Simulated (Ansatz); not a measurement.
Theory: Ansatz 0.2.0, DFT PBE, scalar-relativistic, plane waves, PAW. All cells share a 420 eV cutoff and Γ-centred k meshes spaced at most about 0.3 Å⁻¹ (about 0.25 or finer for metals, 2π included). No spin polarisation in the final relaxations.

All energies are static (0 K, no zero-point motion).

Two relaxed structures of In3S2:

A.

```
In S
1.0
     4.25471    0.00000    0.00000
     0.00000    4.25471    0.00000
     0.00000    0.00000    7.69807
In S
3 2
Direct
  0.00000 0.00000 0.00000
  0.00000 0.00000 0.50000
  0.50000 0.50000 0.50000
  0.50000 0.50000 0.18305
  0.50000 0.50000 0.81695
```

B.

```
In S
1.0
     6.25384    0.00000    0.00000
     0.00000    6.25384    0.00000
     0.00000    0.00000    4.94237
In S
3 2
Direct
  0.00000 0.50000 0.50000
  0.50000 0.00000 0.50000
  0.00000 0.00000 0.50000
  0.00000 0.50000 0.00000
  0.50000 0.00000 0.00000
```

Problem. Which would you expect to be lower, and how large is the difference?

Solution. A is lower, by 119 meV/atom. A has space group P4/mmm (No. 123), 27.9 Å³/atom and no gap on its mesh; B has space group P4/mmm (No. 123), 38.7 Å³/atom and no gap. Counting S atoms around In (those within 1.25 times the shortest such distance or 1.15 times the sum of covalent radii; the shortest distance is added where it is long for a bond; a slash parts the counts of unlike sites), A has In 2/8 from 3.3 Å/8 from 3.9 Å and B has In 2/8 from 4.0 Å. The denser one is the lower, and pressure would at first widen the difference. Even the lower one lies +0.05 eV/atom against the reference forms of the elements (uncorrected), so neither is stable at this level. In A, In on its first site has 8 S at 3.32 Å; In on its second site has 4 In at 3.01 Å; around S lie 1 In at 2.44 Å, 1 S at 2.82 Å and 4 In at 3.32 Å; 1 more site not described. In B, In on a site of symmetry mmm has 2 S at 2.47 Å and 2 In at 3.13 Å; around In on a site of symmetry 4/mmm lie 4 In at 3.13 Å; S has 2 In at 2.47 Å. Both come from invented guesses.

In P4/mmm at 27.9 Å³/atom, P4/mmm at 38.7 Å³/atom an odd number of electrons in the primitive cell allows no gap without spin; a larger cell or a magnetic state could open one. Cells relaxed within their symmetry can be saddle points.
